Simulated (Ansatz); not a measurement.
Energies of structures of CdTe at several levels, each column relative to the first row (F-43m, cF8, zinc blende type), in eV/atom. Geometries are relaxed with PBEsol (plane waves to 420 eV, PAW, scalar-relativistic; Ansatz, a quantum-chemistry and plane-wave program) unless a column says relaxed; all runs are Ansatz, PAW (cutoffs: HSE06 on this geometry 420 eV, r2SCAN on this geometry 500 eV). Columns compare only within themselves.

| structure | PBEsol | HSE06 on this geometry | r2SCAN on this geometry |
|---|---|---|---|
| F-43m, cF8, zinc blende type | 0.000 | 0.00 | 0.000 |
| P6₃mc, hP8, AFLOW prototype AB_hP8_186_ab_ab (B5, as in SiC) | +0.002 | 0.00 | – |
| P6₃mc, hP4, wurtzite type | +0.003 | 0.00 | [?] |
| P3₂21 (nearly P6₂22), hP6 | +0.082 | +0.12 | – |
| Fm-3m, cF8, rock salt type | +0.12 | – | [?] |

Problem. What belongs in the gaps?

Solution. 
- P6₃mc, hP4, wurtzite type, r2SCAN on this geometry: +0.003
- Fm-3m, cF8, rock salt type, r2SCAN on this geometry: +0.17

At HSE06 on this geometry, F-43m, cF8, zinc blende type and P6₃mc, hP8, AFLOW prototype AB_hP8_186_ab_ab (B5, as in SiC) are level within the accuracy. At r2SCAN on this geometry the lowest of those computed is still F-43m, cF8, zinc blende type. HSE06 energies come from a coarser k-mesh.

1 run with a doubtful electronic state, a coarser numerical grid, an end not at rest or a source that can't be used is left out. 4 generated cells of layers, chains or molecules, poorly bound without dispersion, are left out. Each run could gain symmetry but not lose that of its start, so entries can be saddle points. From databases, or of a type measured for this composition: F-43m, cF8, zinc blende type; P6₃mc, hP4, wurtzite type; P3₂21 (nearly P6₂22), hP6; Fm-3m, cF8, rock salt type; the others are generated cells (placed on structure types, drawn at random, substituted or restacked) that were not matched to a known phase here. Energies are at zero temperature and pressure, without zero-point motion. The runs use different k-meshes, so differences are rounded accordingly. No spin polarisation in the result. Without spin-orbit coupling the bands of the heavy element are not split, so the gap can be far off.
